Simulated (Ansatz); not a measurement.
BaO:
```cif
data_Ba2O2
_chemical_formula_sum 'Ba2 O2'
_space_group_name_H-M_alt 'P63/mmc'
_space_group_IT_number 194
_space_group_name_Hall '-P 6c 2c'
_cell_length_a 4.44834
_cell_length_b 4.44834
_cell_length_c 5.45985
_cell_angle_alpha 90.000
_cell_angle_beta 90.000
_cell_angle_gamma 120.000
loop_
_atom_site_label
_atom_site_type_symbol
_atom_site_symmetry_multiplicity
_atom_site_Wyckoff_symbol
_atom_site_fract_x
_atom_site_fract_y
_atom_site_fract_z
_atom_site_occupancy
Ba1 Ba 2 d 0.66667 0.33333 0.25000 1
O1 O 2 c 0.33333 0.66667 0.25000 1
```

This is the LDA-relaxed structure.

**Question.** All from DFT-LDA in the program Ansatz with PAW potentials, unless another level is named. Give the Young's modulus.

**Answer.** 39.9 GPa.

**Question.** And the highest zone-centre frequency (without LO–TO term)?

**Answer.** 33.0 meV.

**Question.** Predict the zero-point energy.

**Answer.** 33.2 meV/atom.

Space group P6_3/mmc. The workflow started from a Materials Project entry (that database holds measured and hypothetical structures alike); the Crystallography Open Database copy checked does not list it. It is not the phase usual at ambient conditions (space group No. 225). Symmetry was held in the LDA relaxation; its stability against distortions is not shown here. Spin–orbit coupling is left out wherever it is not named.

Potentials: the later of the program's two PAW sets.
